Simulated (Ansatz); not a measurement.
A geometry of MgSe away from equilibrium: step 2 of the relaxation of a relaxed MgSe cell, doubled along one cell vector, shaken by Gaussian noise of σ = 0.08 Å a coordinate. Calculation: r2SCAN (plane waves to 500 eV, PAW, scalar-relativistic; Ansatz, a quantum-chemistry and plane-wave program). Γ-centred k-mesh 6×6×3 on the run's cell (coarser than for final values), Fermi–Dirac smearing 0.05 eV.

```xyz
8
Lattice="1.8171 -6.8428 0.0815 1.9295 6.8736 -0.0733 0.0165 -0.0851 7.5113" Properties=species:S:1:pos:R:3:forces:R:3 pbc="T T T" free_energy=-29628.706 pressure_GPa=0.4
Mg     1.9055    -2.2201     1.0175   -0.1055   -0.1567   -0.3456
Mg     1.8425    -2.3110     4.7033    0.1270    0.0962    0.2566
Mg     1.9141     2.3214     2.9427   -0.1262   -0.0956   -0.4953
Mg     1.9177     2.2391     6.6905   -0.0466    0.0808   -0.2703
Se     1.8360    -4.9185     1.0427    0.1687    0.0003    0.2246
Se     1.8059    -4.9659     4.7934    0.2686   -0.0396    0.0890
Se     1.9451     4.9925     2.7321   -0.1327    0.0128    0.5146
Se     1.9501     4.8890     6.5318   -0.1534    0.1016    0.0261
```

Positions in Å, forces in eV/Å, free energy of the cell in eV (comparable only within this code, potentials and settings). Largest force: 0.53 eV/Å, on Se7 (atoms numbered as listed); the geometry lies 0.14 eV/atom above the end of its relaxation.

No spin polarisation in the result.

Of the parent cell (Cmcm (No. 63)): it is a generated cell of MgSe: the first start was made by placing the elements on the sites of a structure type, and the end was not matched to a known phase here, so it may be hypothetical. Known forms of MgSe include space group No. 225.
